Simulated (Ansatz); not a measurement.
ZnS:
```
ZnS
1.0
    0.00000     2.69451     2.69451
    2.69451     0.00000     2.69451
    2.69451     2.69451     0.00000
S Zn
1 1
Cartesian
  4.04177   4.04177   4.04177
  0.00000   0.00000   0.00000
```

Cartesian axes are those of the cell as given.

Problem. Give the high-frequency dielectric tensor and the Born effective charge tensors of the independent atoms from DFPT, r²SCAN in the plane-wave PAW code Ansatz.

Solution. 
ε∞:
```
5.43  0.00  0.00
0.00  5.43  0.00
0.00  0.00  5.43
```
Z* of atom 1 (S), rows: field, columns: displacement, in e:
```
-1.99   0.00   0.00
 0.00  -1.99   0.00
 0.00   0.00  -1.99
```
Z* of atom 2 (Zn), rows: field, columns: displacement, in e:
```
1.99  0.00  0.00
0.00  1.99  0.00
0.00  0.00  1.99
```

Static charges for comparison (Bader): S1 -0.96, Zn2 +0.96 e. Born charges measure polarisation by displacement and can exceed these by far.

Space group F-43m (zinc blende). The cell was relaxed with r²SCAN under the symmetry of its start.

Potentials: the later of the program's two PAW sets.
